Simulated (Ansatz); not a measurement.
The start is a relaxed Te2Mo cell shaken by Gaussian noise of σ = 0.08 Å a coordinate. Cell shape, volume and atoms are optimised at zero target pressure with PBEsol (plane waves to 420 eV, PAW, scalar-relativistic; Ansatz, a program for electronic structure). The first steps use a coarse 4×4×3 k-mesh.

The start:
```
CELL_PARAMETERS angstrom
      7.06366     0.00000     0.00000
     -3.53183     6.11731     0.00000
      0.00000     0.00000     7.52635
ATOMIC_POSITIONS crystal
  Mo 0.43227 0.98454 0.83625
  Mo 0.00692 0.45270 0.14549
  Mo 0.56855 0.55763 0.48439
  Te 0.37787 0.32856 0.77779
  Te 0.67949 0.04350 0.09445
  Te 0.95374 0.62584 0.45204
  Te 0.04340 0.68673 0.87059
  Te 0.31942 0.39489 0.23715
  Te 0.63395 0.94214 0.55949
```

Task: What is the largest force in the starting geometry, and on which atom (counted from 1)?

Result: About 2.5 eV/Å, on Mo3 (atoms numbered as listed).

Task: By how much does the energy per atom fall from start to end?

Result: 0.38 eV/atom.

Task: How do the shortest distances between atoms change?

Result: The closest pairs of elements (up to four, under 3.6 Å), start → end: Mo–Te 2.42 → 2.55 Å; Mo–Mo 4.16 → 2.84 Å; Te–Te 3.20 → 3.07 Å.

Task: What band gap does the relaxed structure have at this level?

Result: No gap on the sampled points, where the bands overlap only slightly; such a result is sensitive to mesh and level.

Task: Write out the relaxed structure.

Result: 
Space group C2 (No. 5); a = 12.486 Å, b = 6.811 Å, c = 6.549 Å, α = γ = 90.00°, β = 100.01°

```json
[
 {"atom": "Mo", "site": "2b", "symmetry": "2", "x": "0.5000", "y": "0.0131", "z": "0.5000"},
 {"atom": "Mo", "site": "4c", "symmetry": "1", "x": "0.1899", "y": "0.3390", "z": "0.7308"},
 {"atom": "Te", "site": "4c", "symmetry": "1", "x": "0.3088", "y": "0.1889", "z": "0.4545"},
 {"atom": "Te", "site": "4c", "symmetry": "1", "x": "0.0084", "y": "0.2363", "z": "0.2366"},
 {"atom": "Te", "site": "4c", "symmetry": "1", "x": "0.2733", "y": "0.4797", "z": "0.0829"}
]
```
(The calculation used a cell of 9 atoms; values per cell refer to that cell.)

Final values are on a 8×8×7 k-mesh of the relaxed cell. No spin polarisation in the result. Spin-orbit coupling is missing; with elements this heavy it can move band edges by tenths of an eV or more.

The relaxed structure here is a generated cell of Te2Mo: the first start was made by placing the elements on the sites of a structure type, and the end was not matched to a known phase here, so it may be hypothetical. Known forms of Te2Mo include space group No. 194.
